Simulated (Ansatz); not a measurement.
## Zr started on a Mg site and a Mg vacancy, 5.48 Å apart on the ideal sites in antifluorite Mg2Si, 95 atoms, charge 0

Theory: DFT, PBEsol, PAW, plane waves in Ansatz.

Input:

```yaml
crystal:
  lattice:
    - [12.649498, 0.000000, 0.000000]
    - [0.000000, 12.649498, 0.000000]
    - [0.000000, 0.000000, 12.649498]
  atoms:
    - { symbol: Mg, position: [0.379092, 0.125470, 0.128965] }
    - { symbol: Mg, position: [0.372605, 0.125224, 0.628359] }
    - { symbol: Mg, position: [0.376397, 0.624476, 0.124044] }
    - { symbol: Mg, position: [0.874020, 0.124091, 0.123583] }
    - { symbol: Mg, position: [0.876054, 0.127687, 0.623651] }
    - { symbol: Mg, position: [0.877313, 0.625847, 0.124993] }
    - { symbol: Mg, position: [0.877983, 0.625615, 0.623299] }
    - { symbol: Mg, position: [0.125320, 0.375038, 0.123664] }
    - { symbol: Mg, position: [0.123135, 0.375942, 0.626671] }
    - { symbol: Mg, position: [0.124305, 0.874882, 0.122145] }
    - { symbol: Mg, position: [0.126750, 0.873678, 0.624001] }
    - { symbol: Mg, position: [0.621776, 0.375436, 0.122183] }
    - { symbol: Mg, position: [0.625573, 0.374913, 0.624772] }
    - { symbol: Mg, position: [0.626861, 0.876367, 0.124719] }
    - { symbol: Mg, position: [0.626734, 0.873602, 0.624432] }
    - { symbol: Mg, position: [0.125226, 0.123645, 0.377935] }
    - { symbol: Mg, position: [0.126154, 0.125297, 0.875602] }
    - { symbol: Mg, position: [0.125312, 0.626808, 0.374730] }
    - { symbol: Mg, position: [0.123539, 0.623409, 0.876602] }
    - { symbol: Mg, position: [0.624943, 0.127029, 0.375992] }
    - { symbol: Mg, position: [0.623744, 0.124515, 0.877015] }
    - { symbol: Mg, position: [0.622921, 0.623611, 0.374123] }
    - { symbol: Mg, position: [0.624601, 0.623705, 0.873736] }
    - { symbol: Mg, position: [0.126965, 0.125642, 0.125817] }
    - { symbol: Mg, position: [0.127952, 0.124819, 0.621572] }
    - { symbol: Mg, position: [0.126665, 0.627113, 0.126832] }
    - { symbol: Mg, position: [0.123511, 0.625517, 0.625646] }
    - { symbol: Mg, position: [0.624802, 0.125503, 0.123505] }
    - { symbol: Mg, position: [0.624367, 0.124924, 0.626381] }
    - { symbol: Mg, position: [0.625270, 0.623364, 0.126090] }
    - { symbol: Mg, position: [0.624246, 0.628192, 0.621998] }
    - { symbol: Mg, position: [0.376941, 0.374006, 0.372644] }
    - { symbol: Mg, position: [0.376172, 0.374070, 0.876898] }
    - { symbol: Mg, position: [0.374539, 0.876059, 0.373684] }
    - { symbol: Mg, position: [0.373037, 0.875299, 0.874813] }
    - { symbol: Mg, position: [0.873582, 0.374787, 0.374063] }
    - { symbol: Mg, position: [0.875095, 0.374531, 0.873651] }
    - { symbol: Mg, position: [0.876497, 0.876096, 0.375138] }
    - { symbol: Mg, position: [0.878609, 0.875622, 0.875301] }
    - { symbol: Mg, position: [0.375725, 0.372672, 0.125586] }
    - { symbol: Mg, position: [0.375591, 0.376767, 0.623183] }
    - { symbol: Mg, position: [0.375530, 0.874251, 0.126795] }
    - { symbol: Mg, position: [0.377058, 0.877417, 0.625418] }
    - { symbol: Mg, position: [0.871487, 0.377264, 0.123236] }
    - { symbol: Mg, position: [0.874603, 0.373139, 0.624010] }
    - { symbol: Mg, position: [0.875487, 0.875209, 0.124455] }
    - { symbol: Mg, position: [0.873761, 0.876886, 0.626328] }
    - { symbol: Mg, position: [0.374500, 0.124062, 0.376828] }
    - { symbol: Mg, position: [0.373988, 0.125682, 0.874575] }
    - { symbol: Mg, position: [0.375289, 0.625872, 0.373971] }
    - { symbol: Mg, position: [0.374495, 0.623913, 0.873746] }
    - { symbol: Mg, position: [0.873101, 0.128090, 0.375023] }
    - { symbol: Mg, position: [0.874768, 0.127464, 0.871641] }
    - { symbol: Mg, position: [0.872743, 0.625724, 0.373836] }
    - { symbol: Mg, position: [0.875917, 0.624034, 0.873511] }
    - { symbol: Mg, position: [0.125196, 0.375907, 0.872649] }
    - { symbol: Mg, position: [0.122333, 0.875560, 0.375287] }
    - { symbol: Mg, position: [0.123883, 0.878836, 0.879464] }
    - { symbol: Mg, position: [0.624276, 0.374846, 0.376885] }
    - { symbol: Mg, position: [0.624216, 0.373701, 0.873760] }
    - { symbol: Mg, position: [0.623996, 0.874726, 0.372406] }
    - { symbol: Mg, position: [0.624122, 0.876690, 0.875216] }
    - { symbol: Zr, position: [0.374955, 0.623729, 0.624022] }
    - { symbol: Si, position: [0.001481, 0.001070, 0.999819] }
    - { symbol: Si, position: [0.998655, 0.001127, 0.500043] }
    - { symbol: Si, position: [0.998654, 0.502419, 0.996407] }
    - { symbol: Si, position: [0.002960, 0.499749, 0.499814] }
    - { symbol: Si, position: [0.502659, 0.000293, 0.001656] }
    - { symbol: Si, position: [0.497469, 0.000261, 0.502764] }
    - { symbol: Si, position: [0.499696, 0.501044, 0.000416] }
    - { symbol: Si, position: [0.497392, 0.499871, 0.499977] }
    - { symbol: Si, position: [0.251541, 0.249612, 0.998070] }
    - { symbol: Si, position: [0.247949, 0.248430, 0.496930] }
    - { symbol: Si, position: [0.249252, 0.752546, 0.000599] }
    - { symbol: Si, position: [0.249803, 0.749518, 0.499988] }
    - { symbol: Si, position: [0.747916, 0.248865, 0.997622] }
    - { symbol: Si, position: [0.750573, 0.249634, 0.501345] }
    - { symbol: Si, position: [0.749161, 0.749776, 0.000786] }
    - { symbol: Si, position: [0.747695, 0.748786, 0.500508] }
    - { symbol: Si, position: [0.250057, 0.998806, 0.251375] }
    - { symbol: Si, position: [0.250002, 0.000135, 0.751107] }
    - { symbol: Si, position: [0.249800, 0.500515, 0.252623] }
    - { symbol: Si, position: [0.249526, 0.497758, 0.750104] }
    - { symbol: Si, position: [0.751802, 0.999334, 0.249873] }
    - { symbol: Si, position: [0.749285, 0.002942, 0.750442] }
    - { symbol: Si, position: [0.749100, 0.500820, 0.251292] }
    - { symbol: Si, position: [0.751163, 0.499911, 0.753173] }
    - { symbol: Si, position: [0.998870, 0.248397, 0.250429] }
    - { symbol: Si, position: [0.998549, 0.247884, 0.751575] }
    - { symbol: Si, position: [0.000211, 0.751233, 0.250889] }
    - { symbol: Si, position: [0.001889, 0.750194, 0.752841] }
    - { symbol: Si, position: [0.500146, 0.251222, 0.250337] }
    - { symbol: Si, position: [0.499807, 0.249053, 0.748194] }
    - { symbol: Si, position: [0.499917, 0.748855, 0.249951] }
    - { symbol: Si, position: [0.499794, 0.748714, 0.748651] }
  symmetry: { detect: false }
kpoints:
  mp_grid: { grid: [1, 1, 1], shift: [0.25, 0.25, 0.25] }
hamiltonian:
  xc: pbesol
scf:
  occupations: { method: fermi_dirac, width: 0.01 }
relax:
  f_tol: 0.03
  max_steps: 80
  escape_saddle: false
  adjacent_minimum: "off"
output:
  forces: true
  eigenvalues: true
  populations: true
```

Launch command:

```sh
ansatz run in.yaml --threads 4 --pin off --max-ram 42750MiB --runs-dir r --events-out ev --progress --plain --backend cuda --devices 0, --max-vram 37GiB
```

The program printed, less machine lines and repeats, with […] for rows cut from tables:

```
Pseudopotentials: kind: paw
Functional definition: PBEsol
  exchange = pbesol_x
  correlation = pbesol_c
Crystal: 95 atoms, lattice volume = 2024.044 Å³
Basis set: ecut = 420 eV, 39607 PW (Γ), exchange–correlation on 180×180×180 points (8 copies of the dense FFT grid, shifted against one another)
Bands: 475, of which v1, the nominal top of the filled ones, is band 380 counted from 1 (379 counted from 0)
Symmetry: 1 space group operations
k-points: 1
Non-local potential: Mg, projectors of the file, l = 0: 3, l = 1: 2, l = 2: 1
Non-local potential: Zr, projectors of the file, l = 0: 3, l = 1: 2, l = 2: 2, l = 3: 2
[…]
Initial density: superposition of atomic densities (neutral atoms: chi_scale 0, normalization atom), corrected by the library's trained network
Initial wavefunctions: pseudopotential atomic-orbital guess
Functional: x = pbesol(κ = 0.804, μ = 0.12345679012345678), c = pbesol(β = 0.046)
SCF iter   1: F=—  HF=-142576.721085 eV  |F-HF|=—  |Δ(HF+E_count)|=         —  Δρ=6.17e-3  dr2=2.23e0  ethr=1.77e-3  ⟨swp⟩=7.0  Hψ=1759  notcnv=0  defer=56
[…]
SCF iter   2: F=—  HF=-142576.265377 eV  |F-HF|=—  |Δ(HF+E_count)|=   4.56e-1  Δρ=3.39e-3  dr2=5.90e-1  ethr=2.94e-4  ⟨swp⟩=2.0  Hψ=686  notcnv=0  defer=87
[…]
SCF 1 converged in 7 iterations: F = -142576.118304 eV  dr2 = 1.43e-5
[…]
relax step   1: F+E_penalty+E_count = -142576.11830445 eV  Δ(F+E_penalty+E_count) = +0.000e0 eV  max|allowed force component| = 8.924e-1 eV/Å  Δτ_max = 0.0000 Å  (7 SCF iters, dr2 threshold 2.25e-5 eV, accepted)
Initial density: handed on by an earlier stage of this run
Initial wavefunctions: those handed on with the density
[…]
[…]
SCF 2 converged in 6 iterations: F = -142577.191555 eV  dr2 = 4.37e-6
[…]
relax step   2: F+E_penalty+E_count = -142577.19155453 eV  Δ(F+E_penalty+E_count) = -1.073e0 eV  max|allowed force component| = 3.496e-1 eV/Å  Δτ_max = 0.1949 Å  (6 SCF iters, dr2 threshold 4.98e-5 eV, accepted)
[…]
[…]
SCF 3 converged in 6 iterations: F = -142577.384207 eV  dr2 = 5.08e-7
[…]
relax step   3: F+E_penalty+E_count = -142577.38420667 eV  Δ(F+E_penalty+E_count) = -1.927e-1 eV  max|allowed force component| = 1.116e-1 eV/Å  Δτ_max = 0.1072 Å  (6 SCF iters, dr2 threshold 7.64e-6 eV, accepted)
[…]
[…]
SCF 4 converged in 6 iterations: F = -142577.401914 eV  dr2 = 9.42e-8
  greatest PAW one-centre occupation: 1.000 electrons in one spin orbital (limit 2), on the Mg atom at site 1 (counted from 0), in its partial waves of l = 0
relax step   4: F+E_penalty+E_count = -142577.40191414 eV  Δ(F+E_penalty+E_count) = -1.771e-2 eV  max|allowed force component| = 4.005e-2 eV/Å  Δτ_max = 0.0453 Å  (6 SCF iters, dr2 threshold 1.27e-6 eV, accepted)
[…]
preconditioner: auto → Resta (q_TF=auto, 2.317 Å⁻¹)  ε∞=5.4  [insulator: Δε(μ)=0.534 eV  Ē_g=6.307 eV  σ=0.010 eV  W_gap=1.00  n_scr=436 (ndim 8)  ℏωp=13.2 eV  f_vac=0.002  D(μ)=0.00/eV (n_scr^D=0)  ε∞_Penn≈5.4]
[…]
SCF iter   5: F=—  HF=-142577.406030 eV  |F-HF|=—  |Δ(HF+E_count)|=   1.52e-7  Δρ=2.26e-6  dr2=2.52e-7  ethr=3.44e-10  ⟨swp⟩=2.0  Hψ=522  notcnv=0  defer=87
SCF iter   6: F=-142577.406030 eV  HF=-142577.406030 eV  |F-HF|=2.91e-9  |Δ(HF+E_count)|=   2.01e-8  Δρ=6.27e-7  dr2=1.76e-8  ethr=1.32e-11  ⟨swp⟩=10.0  Hψ=2000  notcnv=0
SCF 5 converged in 6 iterations: F = -142577.406030 eV  dr2 = 1.76e-8
relax step   5: F+E_penalty+E_count = -142577.40603030 eV  Δ(F+E_penalty+E_count) = -4.116e-3 eV  max|allowed force component| = 1.420e-2 eV/Å  Δτ_max = 0.0217 Å  (6 SCF iters, accepted)
SCF converged after 6 iterations
Free energy (F): -142577.406030 eV
Harris-Foulkes:  -142577.406030 eV  (|F-HF|=2.91e-9)
Internal energy: -142577.406030 eV  (E = F + TS)
E sigma→0 (E₀):  -142577.406030 eV
Fermi energy:    6.006411 eV
--- Per-component energies (eV) ---
  E_band       = -21859.487787
  E_kinetic    = 6288.144932
  E_local      = -106550.261781  (includes V_loc(G=0)·N_el)
  E_nonlocal   = 6880.677110
  E_hartree    = 38656.368633
  E_xc         = -3677.051079
  E_vxc        = -3980.906422  (∫ρ·V_xc dr)
  E_paw        = -36297.190864  (= ΣΔE_a)
  E_vpaw       = -1809.883662  (= ΣTr[D̂ρ^β])
  E_aug_tail   = 0.000068  (compensation charges beyond the density's cutoff)
  E_ewald      = -47882.918172
  E_core_change = 4.825122  (= ΣΔE_core)
  E_smearing   = -0.000000  (= −TS)
  E_closure    = -0.000000  (closes the sum)
  Σ components = -142577.406030   (vs F -142577.406030, Δ=0.00e0)
--- Forces (eV/Å), atoms counted from 1 ---
  atom   1  Mg    -0.00144090     0.00299203     0.00374141
  atom   2  Mg     0.00222961     0.00277559     0.00244644
  atom   3  Mg     0.00165862     0.00321852     0.00400363
  atom   4  Mg     0.00077948     0.00166139     0.00314588
  atom   5  Mg     0.00295470     0.00373070    -0.00200627
  atom   6  Mg     0.00212031     0.00074486     0.00269736
  atom   7  Mg     0.00166794     0.00273288     0.00296527
  atom   8  Mg     0.00141986     0.00302107     0.00431567
  atom   9  Mg     0.00088802     0.00103220     0.00030736
  atom  10  Mg    -0.00345597     0.00350881     0.00127142
  atom  11  Mg    -0.00020310     0.00409012    -0.00203603
[…]
  atom  86  Si    -0.00105193     0.00486894    -0.00311179
  atom  87  Si    -0.00447938     0.00101587     0.00204375
  atom  88  Si    -0.00092420    -0.00211566    -0.00400909
  atom  89  Si    -0.00030987    -0.00109133    -0.00087299
  atom  90  Si    -0.00089470    -0.00251434    -0.00131018
  atom  91  Si    -0.00163332     0.00157366     0.00337777
  atom  92  Si    -0.00278176    -0.00111751    -0.00175229
  atom  93  Si     0.00199813    -0.00184462     0.00346297
  atom  94  Si     0.00388239     0.00342789    -0.00493532
  atom  95  Si     0.00172454     0.00214427     0.00359213
  max |Σ_I F_I| component: 2.61e-6 eV/Å
--- Band table (eV) ---
  k-point 0: bands = ["-69.7525", "-69.6891", "-69.6888", "-69.6885", "-69.6882", "-69.6868", "-69.6868", "-69.6622", "-69.6622", "-69.6619", "-69.6609", "-69.6596", "-69.6596", "-69.6557", "-69.6556", "-69.6552", "-69.6311", "-69.6309", "-69.6303", "-69.6109", "-69.6107", "-69.6103", "-69.5991", "-69.5987", "-69.5985", "-69.5985", "-69.5983", "-69.5979", "-69.5957", "-69.5951", "-69.5948", "-69.5 …
--- Relaxed structure (5 steps of the walk, 5 accepted, 0 SCFs on fresh bases) ---
  F+E_penalty+E_count = -142577.40603030 eV   max|allowed force component| = 1.420e-2 eV/Å
  atoms:
    - { symbol: Mg, position: [0.3738868065502074, 0.12654560831168174, 0.12635068484829923] }
    - { symbol: Mg, position: [0.37696715121243674, 0.12318722876240923, 0.6269961602642748] }
    - { symbol: Mg, position: [0.37697830303866736, 0.6272472514807963, 0.12291125968172428] }
    - { symbol: Mg, position: [0.8741462152669357, 0.12440952308538782, 0.12418369808446224] }
    - { symbol: Mg, position: [0.8763079112046173, 0.12655002669221682, 0.6239400083082596] }
    - { symbol: Mg, position: [0.8763022593196579, 0.6240978130484397, 0.12637179155351203] }
    - { symbol: Mg, position: [0.8729403710007273, 0.6272581416330779, 0.626988255043696] }
    - { symbol: Mg, position: [0.1249872506317903, 0.3752265285386368, 0.13949024063576007] }
    - { symbol: Mg, position: [0.12183964596321703, 0.37211173500608286, 0.6023824471602387] }
    - { symbol: Mg, position: [0.12496304686144116, 0.8755967981358777, 0.1262308103836847] }
    - { symbol: Mg, position: [0.12355454841060513, 0.8765520870572926, 0.6278134040548845] }
    - { symbol: Mg, position: [0.6253566720265099, 0.3751889090529006, 0.12626360071032902] }
    - { symbol: Mg, position: [0.6263006537119582, 0.3737829297117501, 0.6278329020706069] }
    - { symbol: Mg, position: [0.6257726239430426, 0.8759979927908356, 0.1248493345343245] }
    - { symbol: Mg, position: [0.6267181899648764, 0.876965825812429, 0.6220605241368332] }
    - { symbol: Mg, position: [0.1250098983024004, 0.13968041564229322, 0.3750118174750314] }
    - { symbol: Mg, position: [0.12495993223793707, 0.12642928877554543, 0.875423826067208] }
    - { symbol: Mg, position: [0.12189673416255131, 0.6025411442089555, 0.371856588222217] }
    - { symbol: Mg, position: [0.12353346023013267, 0.6279144717376793, 0.8762273900809211] }
    - { symbol: Mg, position: [0.6254068713118738, 0.12648419653452894, 0.37496373578041914] }
    - { symbol: Mg, position: [0.6257384054010301, 0.12504065635129646, 0.8757779939814695] }
    - { symbol: Mg, position: [0.6262470679880263, 0.6280070666229444, 0.37358013869649437] }
    - { symbol: Mg, position: [0.6267658337180251, 0.6222722555870522, 0.8767202933424637] }
    - { symbol: Mg, position: [0.12158462125701255, 0.12574087321035157, 0.1254566547462667] }
    - { symbol: Mg, position: [0.12744486760873516, 0.1246215233933416, 0.6253794456345544] }
    - { symbol: Mg, position: [0.12741945899109228, 0.6256339054754873, 0.1243253033219414] }
    - { symbol: Mg, position: [0.11695851429648188, 0.6250703686305684, 0.6246300515688048] }
    - { symbol: Mg, position: [0.6239374970530955, 0.12592301076807405, 0.12570454056216415] }
    - { symbol: Mg, position: [0.6264559078019745, 0.12585669065822283, 0.6243930093479537] }
    - { symbol: Mg, position: [0.626437789930088, 0.6246175924410774, 0.125627897981936] }
    - { symbol: Mg, position: [0.6279004196256682, 0.6244633768306386, 0.6242509130999917] }
    - { symbol: Mg, position: [0.35226026163462065, 0.37214563418970253, 0.3718644891322557] }
    - { symbol: Mg, position: [0.3777057045852698, 0.3737638260206227, 0.8762787124787456] }
    - { symbol: Mg, position: [0.3777865693899779, 0.8764993860018007, 0.3735810585906181] }
    - { symbol: Mg, position: [0.3720781266022293, 0.8769659995954489, 0.8766944717720364] }
    - { symbol: Mg, position: [0.8894671526404868, 0.3752382262176356, 0.37506815589541387] }
    - { symbol: Mg, position: [0.876216160094667, 0.3751731813167209, 0.8754358545301115] }
    - { symbol: Mg, position: [0.8762415959479619, 0.875650847862284, 0.3749510354339409] }
    - { symbol: Mg, position: [0.8748154903814672, 0.8759800465204964, 0.8757845276133099] }
    - { symbol: Mg, position: [0.3753689565893616, 0.37771761473740045, 0.1243271471470533] }
    - { symbol: Mg, position: [0.3747819848381078, 0.3672142801774572, 0.6246070421590644] }
    - { symbol: Mg, position: [0.37432754015009584, 0.8767256780433543, 0.1255992862505974] }
    - { symbol: Mg, position: [0.3742106621452552, 0.8781675147448805, 0.6242684612113287] }
    - { symbol: Mg, position: [0.8754536232090374, 0.3718413356359096, 0.12544288957522834] }
    - { symbol: Mg, position: [0.874381737180493, 0.3777159618920034, 0.6253365047097549] }
    - { symbol: Mg, position: [0.8756427426674596, 0.8742076061471434, 0.12571136308781308] }
    - { symbol: Mg, position: [0.8755382854313517, 0.8767443076927449, 0.6244052766495944] }
    - { symbol: Mg, position: [0.37531967526952187, 0.1246009818492261, 0.3774704998299756] }
    - { symbol: Mg, position: [0.37437457947641295, 0.1258607194859645, 0.8764974064885761] }
    - { symbol: Mg, position: [0.37466780968322966, 0.6249230355700816, 0.3670132090475008] }
    - { symbol: Mg, position: [0.3742896169160176, 0.6245729273578223, 0.8779439828123875] }
    - { symbol: Mg, position: [0.8754189658141143, 0.12567630911677508, 0.371607692629787] }
    - { symbol: Mg, position: [0.8756618357276259, 0.12597519208147764, 0.873980134458199] }
    - { symbol: Mg, position: [0.8742908941328136, 0.6256035229506207, 0.37748963359373044] }
    - { symbol: Mg, position: [0.8755922944743187, 0.6246614709553538, 0.876491173606468] }
    - { symbol: Mg, position: [0.12549402008876923, 0.3757671568201359, 0.8737410470441805] }
    - { symbol: Mg, position: [0.12541032585829873, 0.8739983057142947, 0.3754599729008066] }
    - { symbol: Mg, position: [0.12408426287969879, 0.8762495656604584, 0.8759775030056204] }
    - { symbol: Mg, position: [0.6237408652518345, 0.37568009723874296, 0.3754460312019487] }
    - { symbol: Mg, position: [0.6259303438632768, 0.3744138450941943, 0.8759314290462622] }
    - { symbol: Mg, position: [0.6258066901241895, 0.8761231390179248, 0.37424379288784226] }
    - { symbol: Mg, position: [0.6237688018200053, 0.8740450868857762, 0.8738159998678967] }
    - { symbol: Zr, position: [0.37370442158522676, 0.6239505244995377, 0.6235913601607553] }
    - { symbol: Si, position: [-0.0003173140907378597, -0.00017013450241397648, 0.9996325465462975] }
    - { symbol: Si, position: [1.0013149387765272, 0.0008465318339445342, 0.49972413225079493] }
    - { symbol: Si, position: [1.001299758612196, 0.4999497578462699, 1.0006319996050272] }
    - { symbol: Si, position: [-0.0071880248370795735, 0.5054841566886686, 0.5052170930543729] }
    - { symbol: Si, position: [0.49985798221642663, -0.00015158480260920261, -0.0003451198692152229] }
    - { symbol: Si, position: [0.5011871663505095, -0.0004833869162078058, 0.5002979588684617] }
    - { symbol: Si, position: [0.5012272053213, 0.5005186602257681, -0.0007245609653712681] }
    - { symbol: Si, position: [0.4944992189772319, 0.5032986601104125, 0.5029939869313698] }
    - { symbol: Si, position: [0.24969658145033938, 0.25156603680278367, 1.00065046265457] }
    - { symbol: Si, position: [0.25517731602246363, 0.24306064727537618, 0.5052122825398351] }
    - { symbol: Si, position: [0.25021759593951215, 0.7514800688738842, -0.0007536043404469973] }
    - { symbol: Si, position: [0.25306192273648664, 0.7447369092141044, 0.5030008056632866] }
    - { symbol: Si, position: [0.7495437297298905, 0.24995744395371952, 0.9996016330215547] }
    - { symbol: Si, position: [0.7506109078959181, 0.2515770531346868, 0.49973167501428506] }
    - { symbol: Si, position: [0.7496211422183109, 0.7501060656204139, -0.0003356278846233351] }
    - { symbol: Si, position: [0.7492360885653654, 0.7514656265889184, 0.5002822119494826] }
    - { symbol: Si, position: [0.2496781859692655, 1.0008168902263872, 0.2513846248753368] }
    - { symbol: Si, position: [0.25026386694975367, -0.000472759041033964, 0.7512354413018162] }
    - { symbol: Si, position: [0.25520682658711596, 0.5054896179531733, 0.24278338157805882] }
    - { symbol: Si, position: [0.2531211235383054, 0.5033761122476231, 0.7443536420580916] }
    - { symbol: Si, position: [0.7495514752568653, 0.9997930586661788, 0.24977909944692883] }
    - { symbol: Si, position: [0.7495942553927794, -0.00014680482456160633, 0.7499053117812879] }
    - { symbol: Si, position: [0.7505667489387897, 0.499945096966982, 0.2513796597162169] }
    - { symbol: Si, position: [0.7493097209642045, 0.5005290332312221, 0.7512234430532786] }
    - { symbol: Si, position: [0.9957916073776533, 0.2460678575858214, 0.24587117470282396] }
    - { symbol: Si, position: [1.0016074124183418, 0.25186252803112386, 0.7478069815654124] }
    - { symbol: Si, position: [0.0015866331585069886, 0.748015292879388, 0.25162623849184135] }
    - { symbol: Si, position: [-0.0009815025348069997, 0.7515367727212677, 0.7512681345823911] }
    - { symbol: Si, position: [0.49776009579233604, 0.25184900478519245, 0.2516341465303824] }
    - { symbol: Si, position: [0.5012537098381921, 0.2492735673776682, 0.7512709268477934] }
    - { symbol: Si, position: [0.5012155610555395, 0.751488692968849, 0.24906018672650682] }
    - { symbol: Si, position: [0.4952791379364809, 0.745510963195132, 0.7452278655026184] }
--- Löwdin populations: 95 sites ---
  site symbol       q [e]
     0     Mg      8.6977
     1     Mg      8.6960
[…]
    93     Si      6.2579
    94     Si      5.8728
  spilling = 0.014137 (of n_electrons = 760.000000)
```

Absolute energies hang on the potentials; compare differences alone.

One k point and one spin start were run, so the state needn't be the lowest, and an added charge can sit in a band of the host.

Time: 9.4 s of wall time on one NVIDIA H100 with 4 processor threads, on a host shared with other runs; peak host memory 1.8 GiB.
